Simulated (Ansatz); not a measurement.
Bi2Te3 at several levels of theory

One geometry, relaxed with PBE, and single points on it; plane waves with PAW potentials in Ansatz, scalar-relativistic unless the row names spin-orbit coupling. No spin polarisation. Meshes are on the primitive cell of 5 atoms. Gaps are the least over mesh and band path; pressure is positive in compression. Smearing is Gaussian, 0.02 eV.

```yaml
crystal:
  lattice:
    - [2.22327, 1.28361, 10.72289]
    - [-2.22327, 1.28361, 10.72289]
    - [0.00000, -2.56722, 10.72289]
  atoms:
    - { symbol: Bi, position: [0.39721, 0.39721, 0.39721] }
    - { symbol: Bi, position: [0.60279, 0.60279, 0.60279] }
    - { symbol: Te, position: [0.00000, 0.00000, 0.00000] }
    - { symbol: Te, position: [0.21603, 0.21603, 0.21603] }
    - { symbol: Te, position: [0.78397, 0.78397, 0.78397] }
```

| level | cutoff (eV) | k mesh | gap (eV) | pressure (GPa) | rough cost with bands (core-min) |
| --- | --- | --- | --- | --- | --- |
| PBE | 420 | 12×12×12 | 0.55 | 0.0 | 7 |

Task: What do r2SCAN, LDA give on the same cell?

Result:
```
 level cutoff (eV) k mesh gap (eV) pressure (GPa) rough cost with bands (core-min)
r2SCAN          500  12×12×12      0.80            -0.7                                13
   LDA          420  12×12×12      0.45            -3.2                                 7
```

Spin-orbit coupling is left out except in a row that names it, which matters for the bands of heavy elements. Each cell of Bi2Te3 holds layers, and where no dispersion correction was added their binding is poorly described.